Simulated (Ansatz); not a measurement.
## BaTiO₃ (Pm-3m), one atom moved along a line

Level of theory: DFT r2SCAN, scalar-relativistic, plane waves, PAW (Ansatz 0.2.0). Cutoff 500 eV, Γ-centred 8×8×8 k-points, Gaussian smearing of 0.05 eV. Spin–orbit coupling is left out, which matters for the heavy elements here. No spin polarisation. Energies are free energies at this smearing, counted from the undisturbed cell; pressure is positive in compression.

Reference structure (relaxed at this level; it needn't be the usual structure):

```
Ba Ti O
1.0
     3.99397    0.00000    0.00000
     0.00000    3.99397    0.00000
     0.00000    0.00000    3.99410
Ba Ti O
1 1 3
Direct
  0.00000 0.00000 0.00000
  0.50000 0.50000 0.50000
  0.50000 0.50000 0.00000
  0.50000 0.00000 0.50000
  0.00000 0.50000 0.50000
```

Atom 2 (Ti) is moved by x along the Cartesian unit vector (1.000, 0.000, 0.000); the cell and all other atoms stay fixed.

```tsv
x (Å)	ΔE (meV/cell)	force along x on the moved atoms (eV/Å)	pressure (GPa)	gap on the mesh (eV)
-0.1000	1.8	0.13	0.6	2.19
-0.0333	-0.3	-0.01	0.1	2.17
0.0000	0.0	0.00	0.0	2.17
0.0167	-0.1	0.01	0.0	2.17
0.0500	-0.4	?	0.1	?
0.0667	?	?	0.3	2.18
0.0833	0.3	-0.06	0.4	2.18
```

By symmetry 0.1000 repeats -0.1000, -0.0667 repeats 0.0667, 0.0333 repeats -0.0333 in energy; the slope of the energy along the path changes sign there.

Question: Give the withheld values.

Answer: force along x on the moved atoms (eV/Å) at x (Å) = 0.0500: 0.01; gap on the mesh (eV) at x (Å) = 0.0500: 2.18; ΔE (meV/cell) at x (Å) = 0.0667: -0.4; force along x on the moved atoms (eV/Å) at x (Å) = 0.0667: -0.02.

Many cubic perovskites lower their energy by tilts or polar distortions; a scan of this one displacement doesn't rule them out.

Cost: 7 runs of about 3.2 core-minutes in all, on Intel Xeon 6975P-C (Granite Rapids) (shared hosts).